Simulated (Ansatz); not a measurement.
Cd2SO as one 4-atom ordering (P4/mmm) on the rocksalt lattice, relaxed with r2SCAN, was run in the plane-wave code Ansatz under altered settings. All numbers are computed, without spin polarisation but where a row says otherwise.

```
CELL_PARAMETERS angstrom
3.65083 0.00000 0.00000
0.00000 3.65083 0.00000
0.00000 0.00000 5.03288
ATOMIC_POSITIONS crystal
O 0.00000 0.00000 0.00000
Cd 0.00000 0.00000 0.50000
S 0.50000 0.50000 0.50000
Cd 0.50000 0.50000 0.00000
```

The base run's other keys:
```yaml
kpoints:
  mp_grid: { grid: [4, 4, 2] }
hamiltonian:
  xc: hse06
scf:
  occupations: { method: fermi_dirac, width: 0.02 }
  n_extra_bands: 5
```

It takes 18 iterations with 1297 plane waves at 420 eV and 12 k points, and leaves a mean stress of +0.23 GPa. The gap over this mesh is 1.132 eV. It ran on 4 threads of Arm Neoverse V2, on a shared host.

Outcomes, with energy and stress as changes against the base:

| setting | outcome | ΔF (meV/atom) | Δ mean stress (GPa) | gap on the mesh (eV) | iterations | wall time |
| --- | --- | --- | --- | --- | --- | --- |
| PBE hybrid, exx coeff -0.2, omega 0.3 1/Å | refused | – | – | – | – | 0.01 s |
| PBE hybrid, exx coeff 0.4, omega 0.1 1/Å | converged | – | -1.7 | 2.358 | 26 | 8.4 s |
| scf.occupations: methfessel_paxton 0.05 | converged | 0.0 | 0.0 | 1.132 | 18 | 6.9 s |
| scf.occupations: gaussian 4 | not converged | – | – | – | 28 | 33 s |

A dash marks a value that wasn't obtained or can't be compared. Stress is positive in compression. The base took 6.9 s. The base's mesh is coarse for a hybrid, so its own values aren't converged.

- PBE hybrid, exx coeff -0.2, omega 0.3 1/Å. The input is refused before any iteration. Error: invalid value for `hamiltonian.xc.exx.coeff`: must be finite and in (0, 1]; got -0.2
- PBE hybrid, exx coeff 0.4, omega 0.1 1/Å. That is 40 % exact exchange, screened with ω = 0.1 1/Å, against HSE06's 25 % screened at 0.208 1/Å. The mean stress moves by -1.7 GPa and the gap on the mesh by +1.227 eV (to 2.358). Totals of different functionals aren't comparable. The program warns that on this mesh the truncation of the exchange isn't bounded, so part of the change can be an error of the mesh.
- scf.occupations: gaussian 4. The loop closes, but the program refuses the state that it reached. Error: refused after 4 iterations: little_group_invariance = 7.64e-3 (threshold 2.00e-3); the state that met every other criterion of the hybrid outer loop has lost the crystal's symmetry and is not regaining it fast enough for `scf.exx.max_outer_iter` (outer cycles, not inner-SCF steps) […]

Within 1 meV an atom, 0.1 GPa and 0.005 eV of the base stay: scf.occupations: methfessel_paxton 0.05.

The runs are scalar-relativistic, without spin-orbit coupling.

The stress of a hybrid is loosely converged in these runs.

The meshes of the hybrids are coarse, so their gaps aren't converged to the digits shown.
